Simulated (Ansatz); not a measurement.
GeRh:
```cif
data_Ge4Rh4
_chemical_formula_sum 'Ge4 Rh4'
_space_group_name_H-M_alt 'Pnma'
_space_group_IT_number 62
_space_group_name_Hall '-P 2ac 2n'
_cell_length_a 5.65680
_cell_length_b 3.32175
_cell_length_c 6.42635
_cell_angle_alpha 90.000
_cell_angle_beta 90.000
_cell_angle_gamma 90.000
loop_
_atom_site_label
_atom_site_type_symbol
_atom_site_symmetry_multiplicity
_atom_site_Wyckoff_symbol
_atom_site_fract_x
_atom_site_fract_y
_atom_site_fract_z
_atom_site_occupancy
Ge1 Ge 4 c 0.19254 0.25000 0.56577 1
Rh1 Rh 4 c 0.00434 0.25000 0.20394 1
```

Relaxed at zero pressure with DFT-r²SCAN in the program Ansatz with PAW potentials.

The volume is raised by 6 % and shape and atoms relax at that volume. What pressure results, and how do the axes share the change?

-7.8 GPa; a 0.5 %, b 5.4 %, c 0.1 %; the energy rises by 25 meV/atom.

Give the new structure.


Space group Pnma (No. 62); a = 5.684 Å, b = 3.501 Å, c = 6.431 Å, α = 90.00°, β = 90.00°, γ = 90.00°

```csv
atom,site,symmetry,x,y,z
Ge,4c,.m.,0.1976,0.2500,0.5730
Rh,4c,.m.,0.0016,0.2500,0.2091
```

The phase is kept; no other phase was compared at this pressure.

The first step of the workflow began from a Materials Project structure, measured or hypothetical; the Crystallography Open Database files this formula in space group No. 62, but the cells were not matched. Its standing as an ambient phase is unchecked. The cell was relaxed with r²SCAN under the symmetry of its start; whether a distortion lowers the energy is not shown. No spin polarisation was allowed.

Potentials: the later of the program's two PAW sets.
